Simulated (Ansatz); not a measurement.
Diamond Ge (100), 8 layers, DFT, PBE, norm-conserving pseudopotentials, Ansatz's default files, scalar-relativistic (Ansatz 0.2.0), on 3 threads of Arm Neoverse V1 (shared host).

Command: `ansatz run input.yaml --threads 3 --pin off --max-ram 8192MiB --backend cpu --events-out ev --progress --plain --runs-dir out`

```yaml
crystal:
  lattice:
    - [4.0736070245, 0.0, 0.0]
    - [0.0, 4.0736070245, 0.0]
    - [0.0, 0.0, 26.0817]
  atoms:
    - { symbol: Ge, position: [0.0, 0.25, 0.3041257727] }
    - { symbol: Ge, position: [0.5, 0.25, 0.3612652701] }
    - { symbol: Ge, position: [0.5, 0.75, 0.4166213526] }
    - { symbol: Ge, position: [0.0, 0.75, 0.4724511589] }
    - { symbol: Ge, position: [0.0, 0.25, 0.5275488411] }
    - { symbol: Ge, position: [0.5, 0.25, 0.5833786475] }
    - { symbol: Ge, position: [0.5, 0.75, 0.63873473] }
    - { symbol: Ge, position: [0.0, 0.75, 0.6958742276] }
kpoints:
  mp_grid: { grid: [6, 6, 1] }
scf:
  occupations: { method: fermi_dirac, width: 0.02 }
hamiltonian:
  xc: pbe
  pseudopotentials: { kind: nc }
output:
  forces: true
  stress: true
  eigenvalues: true
efield:
  axis: 3
  amplitude: 0
  dipole_correction: true
```

(1) How large is the problem that the program sets up?

(2) About how long does it take, and how much memory?

## Answers

(1) 16 irreducible k-points, 33975 plane waves at Γ, 68 bands.

(2) 56 s of wall time for 8 SCF iterations, with a peak of 2.4 GiB. Times on shared machines scatter by tens of per cent.
